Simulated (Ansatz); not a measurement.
GaN:
```xyz
4
Lattice="3.1516 0.0000 0.0000 -1.5758 2.7294 0.0000 0.0000 0.0000 5.1382" Properties=species:S:1:pos:R:3 pbc="T T T"
Ga     1.5758     0.9098     2.5655
Ga     0.0000     1.8196     5.1346
N      1.5758     0.9098     4.4995
N      0.0000     1.8196     1.9304
```

Relaxed with plane-wave PAW LDA (Ansatz code). Indices refer to the conventional cell of P6_3mc, a = b = 3.1516 Å, c = 5.1382 Å, α = β = 90.00°, γ = 120.00°.

### Question
Simulate the powder diffraction pattern (Cu Kα, λ = 1.54184 Å; lines above 1 %) up to 2θ = 90°.

### Answer
Simulated powder pattern, Cu Kα, λ = 1.54184 Å (kinematic, ideal powder, no thermal factors, no anomalous dispersion; the 30 strongest lines at most, above 1 %, up to 2θ = 90°):

```tsv
2θ (°)	d (Å)	I/Imax (%)	hkl
32.81	2.729	43	(1 0 -1 0)
34.92	2.569	36	(0002)
37.30	2.410	100	(1 0 -1 1)
48.67	1.871	21	(1 0 -1 2)
58.58	1.576	29	(1 1 -2 0)
64.20	1.451	30	(1 0 -1 3)
68.79	1.365	4.3	(2 0 -2 0)
70.05	1.343	26	(1 1 -2 2)
71.53	1.319	15	(2 0 -2 1)
73.76	1.285	2.7	(0004)
79.53	1.205	4.5	(2 0 -2 2)
83.10	1.162	3.0	(1 0 -1 4)
```

The LDA relaxation kept the symmetry of its start.

Potentials: the earlier of the program's two PAW sets. The files were generated under PBE; for other functionals the program regenerates the frozen cores, and for LDA and PBEsol the local potential too.
